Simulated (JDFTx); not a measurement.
System: chlorobenzene, C6H5Cl (SMILES Clc1ccccc1), charge 0, multiplicity 1; geometry: optimised with GFN2-xTB in vacuum (no frequencies checked; largest PBE force component 0.5 eV/Å).

All numbers are PBE, GBRV ultrasoft potentials, plane waves to 20/100 Ha results from a modified build of JDFTx, not measurements. Liquid: CANDLE, water, 2 M NaF. The liquid run sits in a periodic box with 3.75 Å from the outermost atoms to the faces; the vacuum run is isolated. The box matters at about 0.01 eV. The solvation energy is E(in liquid) − E(vacuum) at fixed geometry, with no thermal, conformational or standard-state terms added.

Estimate the solvation energy and its parts.

The solvation energy is 0.2 kcal/mol, the part: cavitation term of the fluid comes out as 15.1 kcal/mol and the part: dispersion term of the fluid is -11.6 kcal/mol. The part: electrostatic term of the fluid comes out as -4.2 kcal/mol and the part: distortion of the solute's electrons comes out as 0.9 kcal/mol. The dipole moment in vacuum comes out as 1.59 D, the dipole moment in the liquid is 2.29 D and the highest occupied level in vacuum (zero: vacuum level) is -6.16 eV. The highest occupied level in the liquid (zero: bulk electrolyte) is -6.07 eV.
